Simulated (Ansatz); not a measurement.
# Property card for FeB₂

FeB2:
```
FeB2
1.0
    2.97954     0.00000     0.00000
   -1.48977     2.58036     0.00000
    0.00000     0.00000     3.16692
B Fe
2 1
Direct
  0.33333   0.66667   0.50000
  0.66667   0.33333   0.50000
  0.00000   0.00000   0.00000
```
The run is spin-polarised; directions of the spins, atom by atom: 0 0 ↑.

Space group P6/mmm (No. 191); conventional cell a = b = 2.9795 Å, c = 3.1669 Å, α = β = 90.00°, γ = 120.00°.

Method: r²SCAN in the plane-wave PAW code Ansatz. Structure relaxed to zero pressure with the same functional. Other levels are named where they apply.

**Cell and energy**

```json
{
  "volume_per_atom": "8.12 Å³",
  "density": "5.28 g/cm³",
  "Formation energy from the elements (no fitted shifts)": "-0.016 eV/atom"
}
```

**Electronic structure**

```json
{
 "electronic_character": "metallic (no gap)",
 "Density of states at the Fermi level": "0.37 states/eV per atom (mean over ±0.08 eV)"
}
```

**Magnetism**

```json
{
 "magnetic_order": "ferromagnetic",
 "net_moment": "1.10 μB per atom"
}
```

**Mechanics**

```json
{
  "Bulk modulus (Birch–Murnaghan fit)": "195 GPa",
  "Pressure derivative B′": "2.4",
  "Elastic constants (relaxed ions, GPa)": "C11 = 550, C12 = 125, C13 = 82.5, C33 = 295, C44 = 63.6",
  "mechanical_stability": "stable (all eigenvalues of C positive)",
  "hill_bulk_and_shear_moduli": "209 and 123 GPa",
  "Young's modulus": "308 GPa",
  "Poisson's ratio": "0.25",
  "debye_temperature_from_the_elastic_constants": "794 K"
}
```

**Charges**

```json
{
 "bader_charges": "B -0.48, Fe +0.96 e"
}
```

The workflow started from an entry of the Crystallography Open Database (COD). Its standing as an ambient phase is unchecked. The cell was relaxed with r²SCAN under the symmetry of its start; whether a distortion lowers the energy is not shown. Magnetic state: ferromagnetic, chosen from 5 collinear starts compared on coarse meshes (ties went to the first, and starts can fall back to one state), not a proven ground state. Other orbital occupations within this spin state were not tried. For itinerant 3d metals, meta-GGAs of the SCAN family and hybrids are commonly reported to give too large moments. As this level gives no gap, shear constants depend on the k-mesh and smearing (Fermi–Dirac, 0.1 eV here). The references are the lowest solids computed at this level, not always the standard phases.

Potentials: the later of the program's two PAW sets.
